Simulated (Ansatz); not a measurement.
System: FePb, 2 atoms in the cell.

All numbers below come from Ansatz 0.2.0 development build, LDA with spin–orbit coupling, plane waves, PAW datasets (generated soft set 1).

Cutoff 420 eV; k-mesh 8×8×6 Γ-centred; Fermi–Dirac smearing of 0.1 eV; starting moments Fe1 3 μB along [0, 0, 1].

```
Fe Pb
1.0
     3.20000    0.00000    0.00000
     0.00000    3.20000    0.00000
     0.00000    0.00000    4.10000
Fe Pb
1 1
Direct
  0.00000 0.00000 0.00000
  0.50000 0.50000 0.50000
```

Task: What pressure does the calculation give?

Result: The pressure is -9.93 GPa, so at these settings the cell is stretched and would shrink.

The stress includes the program's correction for the finite plane-wave basis.

The cell is a model and need not be the structure known for this compound. The k-mesh is modest, so these values aren't fully converged in k. One magnetic order was tried; another may lie lower. Potentials made with PBE were used with another functional.
